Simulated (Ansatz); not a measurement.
## Zn2GeO4, first-principles data

Zn2GeO4:
```cif
data_Ge2O8Zn4
_chemical_formula_sum 'Zn4 Ge2 O8'
_space_group_name_H-M_alt 'P 1'
_space_group_IT_number 1
_cell_length_a 5.88959
_cell_length_b 5.88959
_cell_length_c 5.88959
_cell_angle_alpha 60.000
_cell_angle_beta 60.000
_cell_angle_gamma 60.000
loop_
_space_group_symop_operation_xyz
  'x, y, z'
loop_
_atom_site_label
_atom_site_type_symbol
_atom_site_fract_x
_atom_site_fract_y
_atom_site_fract_z
_atom_site_occupancy
Zn1 Zn 0.62500 0.62500 0.62500 1
Zn2 Zn 0.12500 0.62500 0.62500 1
Zn3 Zn 0.62500 0.12500 0.62500 1
Zn4 Zn 0.62500 0.62500 0.12500 1
Ge1 Ge 0.25000 0.25000 0.25000 1
Ge2 Ge 0.00000 0.00000 0.00000 1
O1 O 0.87645 0.87645 0.87645 1
O2 O 0.37065 0.87645 0.87645 1
O3 O 0.87645 0.37065 0.87645 1
O4 O 0.87645 0.87645 0.37065 1
O5 O 0.37355 0.37355 0.37355 1
O6 O 0.87935 0.37355 0.37355 1
O7 O 0.37355 0.87935 0.37355 1
O8 O 0.37355 0.37355 0.87935 1
```

Space group Fd-3m (No. 227), spinel; conventional cell a = 8.3291 Å, b = 8.3291 Å, c = 8.3291 Å, α = 90.00°, β = 90.00°, γ = 90.00°.

Method: DFT-r²SCAN in the program Ansatz with PAW potentials. Structure relaxed to zero pressure with the same functional. Other levels are named where they apply.

**Cell and energy**

| Property | Result |
|---|---|
| Volume per atom | 10.32 Å³ |
| Density | 6.15 g/cm³ |
| Formation energy from the elements (no fitted shifts) | -1.68 eV/atom |

**Electronic structure**

| Quantity | Value |
|---|---|
| Band gap | 2.20 eV (direct) |
| Valence-band maximum | at Γ |
| Conduction-band minimum | at Γ |
| Electron effective mass | 0.26 mₑ (isotropic) |
| Electron effective mass with spin–orbit coupling | 0.26 mₑ (isotropic) |
| Hole effective mass, band 1 of 3 at the edge | 7.3 along [100], 2.5 along [110], 2.1 along [111] (mₑ) |
| Hole effective mass, band 2 of 3 at the edge | 0.85 along [100], 1.1 along [110], 1.00 along [111] (mₑ) |
| Hole effective mass, band 3 of 3 at the edge | 0.85 along [100], 0.85 along [110], 1.00 along [111] (mₑ) |
| Hole effective mass with spin–orbit coupling | 1.2 mₑ (isotropic) |
| HSE06 gap on the r²SCAN cell | 3.47 eV |
| Gap with spin–orbit coupling | 2.20 eV |

**Mechanics**

| Property | Result |
|---|---|
| Bulk modulus (Birch–Murnaghan fit) | 195 GPa |
| Pressure derivative B′ | 4.5 |
| Elastic constants (relaxed ions, GPa) | C11 = 268, C12 = 159, C44 = 92.6 |
| Mechanical stability | stable (all eigenvalues of C positive) |
| Hill bulk and shear moduli | 195 and 75.0 GPa |
| Young's modulus | 199 GPa |
| Poisson's ratio | 0.33 |
| Debye temperature from the elastic constants | 536 K |

**Charges**

| Item | Result |
|---|---|
| Bader charges | Zn +1.39, Ge +2.43, O -1.31 e |

The cell is a constructed one: a structure type filled with these elements; neither database checked (COD, Materials Project) lists it. COD files the formula under space group No. 95, 148. Its standing as an ambient phase is unchecked. The cell was relaxed with r²SCAN under the symmetry of its start; whether a distortion lowers the energy is not shown. The references are the lowest solids computed at this level, not always the standard phases (solids in place of the gases). Scalar-relativistic: spin–orbit coupling is off unless named, which matters more the heavier the elements.

Potentials: the earlier of the program's two PAW sets.
